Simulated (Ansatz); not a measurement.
**Computed properties of Ti2P**

Ti2P:
```
Ti2P
1.0
    1.75955     1.01588     4.34343
   -1.75955     1.01588     4.34343
    0.00000    -2.03175     4.34343
Ti P
2 1
Direct
  0.75936   0.75936   0.75936
  0.24064   0.24064   0.24064
  0.00000   0.00000   0.00000
```

Space group R-3m (No. 166); conventional cell a = b = 3.5191 Å, c = 13.0303 Å, α = β = 90.00°, γ = 120.00°.

Method: LDA in the plane-wave PAW code Ansatz. The cell and atoms are relaxed at this level. Other levels are named where they apply.

Cell and energy:

```json
{
  "volume_per_atom": "15.53 Å³",
  "density": "4.52 g/cm³",
  "Formation energy from the elements (no fitted shifts)": "-0.79 eV/atom"
}
```

Electronic structure:

```json
{
 "electronic_character": "metallic (no gap)",
 "Density of states at the Fermi level": "0.59 states/eV per atom (mean over ±0.08 eV)"
}
```

Mechanics:

```json
{
  "Bulk modulus (Birch–Murnaghan fit)": "129 GPa",
  "Pressure derivative B′": "4.4"
}
```

Phonons:

```json
{
  "highest_zone_centre_frequency": "13.99 THz",
  "zone_centre_stability": "no imaginary mode at Γ"
}
```

The start of the workflow was typed in or built on a structure type; neither database checked (COD, Materials Project) lists it. COD files the formula under space group No. 189. Whether it is the stable phase at ambient conditions was not checked. Symmetry was held in the LDA relaxation. No spin polarisation was allowed. The volume moved by -38 % from the start of the relaxation. As this level gives no gap, phonon frequencies hold no LO–TO term and depend on the k-mesh and smearing (Fermi–Dirac, 0.1 eV here). The references are the lowest solids computed at this level, not always the standard phases.

Potentials: the earlier of the program's two PAW sets. The files were generated under PBE; for other functionals the program regenerates the frozen cores, and for LDA and PBEsol the local potential too.
